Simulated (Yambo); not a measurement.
LiTaF6 (space group R-3, No. 148); a = b = c = 5.421 Å, α = β = γ = 56.95°. With the G0W0 scissor the direct gap on the mesh is 11.23 eV. Axes are Cartesian, with cell vectors (Å) (2.58, 1.49, 4.53), (-2.58, 1.49, 4.53), (0.00, -2.98, 4.53).

Task: Does this run resolve the lowest exciton, and if so, what are its energy and binding? (Yambo, PBEsol bands; 4×4×4 mesh, 18 valence and 7 conduction bands, static screening with 67 bands and a 3 Ry block, scissor 4.70 eV, Tamm-Dancoff.)

Result: The mesh holds a bound state, but the numbers are provisional. These are vertical excitations (zero momentum). The lowest state lies at 7.34 eV (dark for light along x), the direct quasiparticle gap on this mesh at 11.23 eV. Its binding energy, counted from that gap, is 3.89 eV; it spreads over about 64 k points of the mesh. Convergence with the mesh was not shown. The first optically allowed state is at 7.82 eV. The scissor comes from a G0W0 run whose convergence isn't established. Without spin-orbit coupling, band edges of such heavy elements can be off by tenths of an eV.

Geometry of the Materials Project entry, not relaxed at this level.

The structure is a Materials Project entry; no match was found in the copy of COD used, and its stability was not checked.
